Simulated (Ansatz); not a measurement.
ZrO$_{2}$:
Space group P2₁/c (No. 14); a = 5.1542 Å, b = 5.2257 Å, c = 5.3315 Å, α = γ = 90.00°, β = 99.41°

```tsv
atom	site	symmetry	x	y	z
Zr	4e	1	0.2761	0.0422	0.2097
O	4e	1	0.0687	0.3327	0.3448
O	4e	1	0.5503	0.2573	0.0222
```

Relaxed with r²SCAN.

**Question.** Which orbitals make up the states near the band edges in r²SCAN in the plane-wave PAW code Ansatz?

**Answer.** Top 1 eV of the valence band: O 2p 93 %. Bottom 1 eV of the conduction band: Zr 4d 86 %, O 2p 10 %. Projections are on Löwdin-orthogonalised atomic valence shells; empty p or d shells of many metals are not among them.

**Question.** Tabulate the density of states.

**Answer.** States/eV per cell of 12 atoms, in 0.25 eV bins, energy from the valence-band maximum.

```
E (eV)  total   O 2p  Zr 4d  O 2s
------  -----  -----  -----  ----
-5.20    0.00   0.00   0.00  0.00
-4.95    1.49   1.01   0.37  0.00
-4.70    5.17   3.56   1.31  0.02
-4.45   11.93   8.27   3.13  0.05
-4.20   12.41   8.63   3.32  0.06
-3.95   11.61   8.26   2.89  0.07
-3.70    8.34   6.09   1.87  0.05
-3.45   10.66   8.02   2.13  0.08
-3.20    7.83   6.06   1.36  0.08
-2.95    7.96   6.31   1.23  0.09
-2.70    9.34   7.56   1.31  0.10
-2.45    8.38   6.91   1.08  0.08
-2.20   10.87   8.99   1.40  0.10
-1.95   11.24   9.47   1.31  0.10
-1.70   11.40   9.77   1.20  0.08
-1.45   13.27  11.70   1.11  0.07
-1.20   12.34  11.07   0.89  0.05
-0.95   12.98  11.88   0.72  0.04
-0.70   13.43  12.49   0.58  0.03
-0.45    8.15   7.70   0.27  0.02
-0.20    2.87   2.76   0.06  0.00
0.05     0.34   0.33   0.00  0.00
0.30     0.00   0.00   0.00  0.00
0.55     0.00   0.00   0.00  0.00
0.80     0.00   0.00   0.00  0.00
1.05     0.00   0.00   0.00  0.00
1.30     0.00   0.00   0.00  0.00
1.55     0.00   0.00   0.00  0.00
1.80     0.00   0.00   0.00  0.00
2.05     0.00   0.00   0.00  0.00
2.30     0.00   0.00   0.00  0.00
2.55     0.00   0.00   0.00  0.00
2.80     0.00   0.00   0.00  0.00
3.05     0.00   0.00   0.00  0.00
3.30     0.00   0.00   0.00  0.00
3.55     0.00   0.00   0.00  0.00
3.80     0.00   0.00   0.00  0.00
4.05     0.00   0.00   0.00  0.00
4.30     1.73   0.18   1.49  0.01
4.55     4.84   0.48   4.18  0.03
4.80     7.61   0.82   6.50  0.07
5.05     8.06   0.78   6.96  0.08
5.30     9.16   0.93   7.81  0.12
5.55     6.57   0.76   5.52  0.09
5.80     9.95   1.28   8.17  0.20
6.05     9.46   1.08   7.79  0.24
6.30     8.39   1.12   6.60  0.33
6.55     8.82   1.18   6.85  0.42
6.80     5.69   0.79   4.35  0.29
7.05     4.40   0.72   3.22  0.21
7.30     8.12   1.37   5.84  0.42
7.55     6.37   0.88   4.52  0.52
7.80     9.87   1.26   6.78  1.01
8.05     4.83   0.74   3.02  0.46
8.30     5.44   0.96   3.52  0.40
8.55     6.88   1.36   4.40  0.45
8.80     5.85   1.22   3.69  0.37
9.05     7.07   1.61   4.37  0.36
```

Space group P2_1/c. The r²SCAN relaxation kept the symmetry of its start. No spin polarisation was allowed. Spin–orbit coupling is left out wherever it is not named.

Potentials: the later of the program's two PAW sets.
